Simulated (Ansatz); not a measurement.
**Zone-centre phonons of ZnS at 50 GPa: input and output**

Computed with Ansatz, DFT LDA, scalar-relativistic, plane waves, PAW.

Launched with:
```bash
ansatz run input.yaml --threads 1 --pin off --max-ram 3072MiB --backend cpu --events-out ev --progress --plain --runs-dir out
```

Input (bare energies are in eV):
```yaml
crystal:
  lattice:
    - [0.0, 2.3977068742, 2.3977068742]
    - [2.3977068742, 0.0, 2.3977068742]
    - [2.3977068742, 2.3977068742, 0.0]
  atoms:
    - { symbol: Zn, position: [0.0, 0.0, 0.0] }
    - { symbol: S, position: [0.75, 0.75, 0.75] }
basis:
  ecutwfc: 420
kpoints:
  mp_grid: { grid: [10, 10, 10] }
hamiltonian:
  xc: lda
scf:
  occupations: { method: fixed }
output:
  eigenvalues: true
phonons:
  method: dfpt
  dielectric: true
  rigid_motions: translations
  eigenvectors: true
```

Results section of the output:
```
--- Phonons (Γ-DFPT): 2 representative perturbations + reference, on 171 of 1000 k-points (Σ response iterations 6) ---
  k mesh reduced under 4 symmetry operations, with k and −k counted as one. Each operation leaves every solved perturbation unchanged. A smaller set is not considered because the run solves the response ...
  ASR residual: 5.128e-5 → 0.000e0 eV/Å²; symmetrization residual: 4.191e-7 eV/Å²
  ASR residual per site (eV/Å²): 7.80e-6 5.13e-5
  Γ frequencies (cm⁻¹): 0.00 0.00 0.00 463.74 463.74 463.74
  ε∞ (high-frequency dielectric tensor):
        6.548263     0.000000     0.000000
        0.000000     6.548263     0.000000
        0.000000     0.000000     6.548263
  ε⁰ (static dielectric tensor: ions relaxed, cell fixed):
        7.353147     0.000000     0.000000
        0.000000     7.353147     0.000000
        0.000000     0.000000     7.353147
  ε⁰ − ε∞ (ionic part):
        0.804884     0.000000     0.000000
        0.000000     0.804884     0.000000
        0.000000     0.000000     0.804884
  softest optical mode at Γ: 463.74 cm⁻¹; the repairs (sum rule, projections) moved no ω² at Γ by more than (0.68 cm⁻¹)²
  Born effective charges Z* (e; rows j = field, columns β = displacement):
    site 0:
         1.44435   -0.00000   -0.00000
         0.00000    1.44435    0.00000
         0.00000    0.00000    1.44435
    site 1:
        -1.44435    0.00000    0.00000
        -0.00000   -1.44435   -0.00000
        -0.00000   -0.00000   -1.44435
  Z* charge neutrality: 6.245e-5 e pre-enforcement
  solved inside a basis spanned on kpoints, on 10×10×10 k-points, its susceptibility summed on 14×14×14: ε∞ is read to err by 1.7e-2, Z* by 1.2e-2 e (field_mesh: kpoints solves on kpoints); Z* is corrected for ...
  optical modes at Γ without the LO–TO term, one row a degenerate level:
      ω (cm⁻¹) modes IR ((D/Å)²/amu)
        463.74      3             6.7120
  optical modes at Γ + LO–TO along q̂ = [1.0000, 0.0000, 0.0000]:
      ω (cm⁻¹) modes IR ((D/Å)²/amu)
        463.74      2             4.4747
        491.41      1             2.2373
  optical modes at Γ + LO–TO along q̂ = [0.0000, 1.0000, 0.0000]:
      ω (cm⁻¹) modes IR ((D/Å)²/amu)
        463.74      2             4.4747
        491.41      1             2.2373
  optical modes at Γ + LO–TO along q̂ = [0.0000, 0.0000, 1.0000]:
      ω (cm⁻¹) modes IR ((D/Å)²/amu)
        463.74      2             4.4747
        491.41      1             2.2373
```

Time: 2.5 min on 1 thread of Intel(R) Xeon(R) Processor @ 2.50GHz (Skylake/Cascade Lake), on a shared host, peak memory 0.56 GiB.

The real crystal has changed phase below this pressure.